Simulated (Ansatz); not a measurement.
Problem. Each is relaxed and computed with the program Ansatz at the PBEsol level (PAW). Which is the only one with a gap?
A. LaSb, rock salt
B. LaSi2, I4_1/amd (La on 4b, Si on 8e)
C. LaMoN3, R3c (La on 6a, Mo on 6a, N on 18b)
D. Ge2Mo, MoSi2 or CaC2 type

Solution. C, LaMoN3, R3c (La on 6a, Mo on 6a, N on 18b). LaMoN3: gap 1.05 eV (indirect); Ge2Mo: metal; LaSi2: metal; LaSb: metal. Standing as an ambient phase not checked: LaMoN3, R3c (La on 6a, Mo on 6a, N on 18b); Ge2Mo, MoSi2 or CaC2 type; LaSi2, I4_1/amd (La on 4b, Si on 8e); LaSb, rock salt. All cells were relaxed under the symmetry of their starts (and spin orders); stability against distortions was not tested throughout. Rows with no word on spin ran without spin polarisation. Spin–orbit coupling is left out wherever it is not named.

Potentials: the later of the program's two PAW sets.
